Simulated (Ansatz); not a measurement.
Sb:
```cif
data_Sb6
_chemical_formula_sum 'Sb6'
_space_group_name_H-M_alt 'R-3m :H'
_space_group_IT_number 166
_space_group_name_Hall '-R 3 2"'
_cell_length_a 4.32160
_cell_length_b 4.32160
_cell_length_c 11.06564
_cell_angle_alpha 90.000
_cell_angle_beta 90.000
_cell_angle_gamma 120.000
loop_
_atom_site_label
_atom_site_type_symbol
_atom_site_symmetry_multiplicity
_atom_site_Wyckoff_symbol
_atom_site_fract_x
_atom_site_fract_y
_atom_site_fract_z
_atom_site_occupancy
Sb1 Sb 6 c 0.00000 0.00000 0.23566 1
```
(The calculation used a cell of 2 atoms; values per cell refer to that cell.)

Relaxed at zero pressure with PBEsol (plane waves, PAW; program Ansatz).

### Question
The volume is lowered by 6 % and shape and atoms relax at that volume. What pressure results, and how do the axes share the change?

### Answer
3.2 GPa; a -1.3 %, b -1.3 %, c -3.5 %; the energy rises by 17 meV/atom.

### Question
Give the new structure.

### Answer

Space group R-3m, hexagonal axes (No. 166); a = b = 4.266 Å, c = 10.674 Å, α = β = 90.00°, γ = 120.00°

```
atom  site  symmetry       x       y       z
----  ----  --------  ------  ------  ------
Sb      6c        3m  0.0000  0.0000  0.2388
```

The phase is kept; no other phase was compared at this pressure.

The PBEsol relaxation kept the symmetry of its start. Spin–orbit coupling is left out wherever it is not named.

Potentials: the later of the program's two PAW sets.
